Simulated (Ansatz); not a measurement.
**LiGa₄Sb: from a guess to a relaxed structure**

Method: Ansatz, DFT PBE, scalar-relativistic, plane waves, PAW. Cutoff 420 eV, Gaussian smearing, Γ-centred meshes. Cell and atoms relax first on a coarse mesh and then on a finer one. In between, the cell is made exact in the group found at 0.06 Å. In metals the finer mesh still leaves noise of several meV/atom or more. The steps can't lower the symmetry of their start. No spin polarisation.

The cell of LiGa₄Sb is invented: random cell by space group and Wyckoff sites (Cmmm, No. 65). Lengths were set from tabulated atomic sizes, so they are only a guess.

```cif
data_structure
_symmetry_space_group_name_H-M 'Cmmm'
_symmetry_Int_Tables_number 65
_cell_length_a 4.6761
_cell_length_b 7.4591
_cell_length_c 6.7299
_cell_angle_alpha 90.000
_cell_angle_beta 90.000
_cell_angle_gamma 90.000
_cell_volume 234.74
loop_
_atom_site_label
_atom_site_type_symbol
_atom_site_symmetry_multiplicity
_atom_site_Wyckoff_symbol
_atom_site_fract_x
_atom_site_fract_y
_atom_site_fract_z
_atom_site_occupancy
Li1 Li 2 a 0.00000 0.00000 0.00000 1
Ga1 Ga 4 l 0.50000 0.00000 0.23996 1
Ga2 Ga 4 j 0.50000 0.33489 0.50000 1
Sb1 Sb 2 c 0.50000 0.00000 0.50000 1
```

Formation energies are uncorrected and refer to the elements' standard structures at the same level.

Problem. What does it relax into?

Solution. The symmetry stays Cmmm (No. 65). The volume per atom grows by 60.4 %, from 19.6 to 31.4 Å³. The shortest distance goes from 1.75 Å (Ga–Sb) to 2.60 Å (Ga–Ga). The energy falls by about 3.4 eV/atom (the start's value is from the coarse mesh). Conventional cell: a = 5.248 Å, b = 8.751 Å, c = 8.197 Å. Li has 4 Ga at 2.93 Å; Ga on a site of symmetry mm2 has 1 Ga at 2.60 Å, 1 Sb at 2.80 Å and 2 Li at 2.93 Å; Ga on a site of symmetry m2m is surrounded by 1 Ga at 2.86 Å, 3 Sb at 2.95–2.99 Å and 2 Ga at 3.03 Å; Sb is surrounded by 8 Ga at 2.80–2.99 Å.

```cif
data_structure
_symmetry_space_group_name_H-M 'Cmmm'
_symmetry_Int_Tables_number 65
_cell_length_a 5.2479
_cell_length_b 8.7506
_cell_length_c 8.1966
_cell_angle_alpha 90.000
_cell_angle_beta 90.000
_cell_angle_gamma 90.000
_cell_volume 376.41
loop_
_atom_site_label
_atom_site_type_symbol
_atom_site_symmetry_multiplicity
_atom_site_Wyckoff_symbol
_atom_site_fract_x
_atom_site_fract_y
_atom_site_fract_z
_atom_site_occupancy
Li1 Li 2 a 0.00000 0.00000 0.00000 1
Ga1 Ga 4 l 0.50000 0.00000 0.15845 1
Ga2 Ga 4 j 0.50000 0.33682 0.50000 1
Sb1 Sb 2 c 0.50000 0.00000 0.50000 1
```

Problem. How does it come out in energy, and is it a metal?

Solution.

* Energy over the elements: +0.37 eV/atom
* Gap on the 8×8×6 mesh of the 6-atom cell: 0 eV (a metal)

It can't be a ground state, since the elements alone are lower.

The last run used Gaussian smearing of 0.10 eV. These runs have no spin–orbit coupling, which can matter for Sb. A structure relaxed within its symmetry needn't be a true minimum.
